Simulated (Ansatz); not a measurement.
Data:

TaCo$_{3}$:
```yaml
crystal:
  lattice:
    - [3.58935, 0.00000, 0.00000]
    - [0.00000, 3.58935, 0.00000]
    - [0.00000, 0.00000, 3.58935]
  atoms:
    - { symbol: Co, position: [0.00000, 0.50000, 0.50000] }
    - { symbol: Co, position: [0.50000, 0.00000, 0.50000] }
    - { symbol: Co, position: [0.50000, 0.50000, 0.00000] }
    - { symbol: Ta, position: [0.00000, 0.00000, 0.00000] }
```

This is the PBEsol-relaxed structure.

**Question.** All from the program Ansatz at the PBEsol level (PAW), unless another level is named. Give the highest zone-centre frequency.

**Answer.** 266 cm⁻¹.

**Question.** Next, the bulk modulus (Birch–Murnaghan fit)?

**Answer.** 273 GPa.

Space group Pm-3m (Cu3Au type). The workflow started from an entry of the Crystallography Open Database (COD), which files this formula under 2 space groups. Its standing as an ambient phase is unchecked. Symmetry was held in the PBEsol relaxation; of distortions, only those at the zone centre were tested. The workflow began spin-polarised and lost its moments. As this level gives no gap, phonon frequencies hold no LO–TO term and depend on the k-mesh and smearing (Fermi–Dirac, 0.1 eV here). Scalar-relativistic: spin–orbit coupling is off unless named, which matters more the heavier the elements.

Potentials: the later of the program's two PAW sets.
